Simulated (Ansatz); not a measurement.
MoSe₂:
```xyz
6
Lattice="3.2771 0.0000 0.0000 -1.6385 2.8380 0.0000 0.0000 0.0000 12.7328" Properties=species:S:1:pos:R:3 pbc="T T T"
Mo     1.6385     0.9460     9.5496
Mo     0.0000     1.8920     3.1832
Se     0.0000     1.8920    11.2236
Se     1.6385     0.9460     1.5092
Se     1.6385     0.9460     4.8572
Se     0.0000     1.8920     7.8756
```

Relaxed with PBE+D3(BJ). Special points in fractions of this cell's reciprocal vectors: Γ (0.000, 0.000, 0.000); M (0.500, 0.000, 0.000); K (0.333, 0.333, 0.000); A (0.000, 0.000, 0.500); L (0.500, 0.000, 0.500); H (0.333, 0.333, 0.500).

### Question
List the band energies nearest the valence-band maximum at these points for PBE+D3(BJ) with spin–orbit coupling (plane waves, PAW; program Ansatz).

### Answer
In eV from the valence-band maximum; about four levels below and three above (degenerate sets whole), none deeper than 8.9 eV; points with the same levels are listed once.

```tsv
k	below	above
Γ	-0.71 -0.71 0.00 0.00	2.32 2.32 2.40 2.40
M	-1.11 -1.11 -0.88 -0.88	1.54 1.54 1.59 1.59
K	-0.57 -0.57 -0.27 -0.27	1.14 1.14 1.16 1.16
A	-0.17 -0.17 -0.17 -0.17	2.34 2.34 2.34 2.34
L	-1.02 -1.02 -1.02 -1.02	1.56 1.56 1.56 1.56
H	-0.53 -0.53 -0.36 -0.36	1.15 1.15 1.17 1.17
```

Space group P6_3/mmc. The PBE+D3(BJ) relaxation kept the symmetry of its start; phonons on a q-mesh show no instability. The run is not spin-polarised.

Potentials: the later of the program's two PAW sets.
